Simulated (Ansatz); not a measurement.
Na:
```
Na
1.0
    0.00000     3.78952     3.78952
    3.78952     0.00000     3.78952
    3.78952     3.78952     0.00000
Na
2
Direct
  0.25000   0.25000   0.25000
  0.00000   0.00000   0.00000
```

Relaxed with PBE. Special points in fractions of this cell's reciprocal vectors: Γ (0.000, 0.000, 0.000); X (0.500, 0.000, 0.500); U (0.625, 0.250, 0.625); K (0.375, 0.375, 0.750); L (0.500, 0.500, 0.500); W (0.500, 0.250, 0.750).

Question: List the band energies nearest the Fermi level at these points for PBE (plane waves, PAW; program Ansatz).

Answer: In eV from the Fermi level; about four levels below and three above (degenerate sets whole), none deeper than 8.9 eV; points with the same levels are listed once.

```
k        below                above
-  -----------  -------------------
Γ        -2.56       4.56 4.56 4.56
X            –  0.02 0.02 2.37 2.37
U            –       0.07 0.35 0.73
L  -0.84 -0.32  3.83 3.83 4.59 4.59
W            –  0.40 0.40 1.04 1.04
```

Space group Fd-3m (diamond). A made-up cell: these elements were put on the sites of a structure type; neither database checked (COD, Materials Project) lists it. It is not the phase usual at ambient conditions (space group No. 229). The PBE relaxation kept the symmetry of its start. At this level the phase is dynamically unstable (imaginary phonons).

Potentials: the later of the program's two PAW sets.
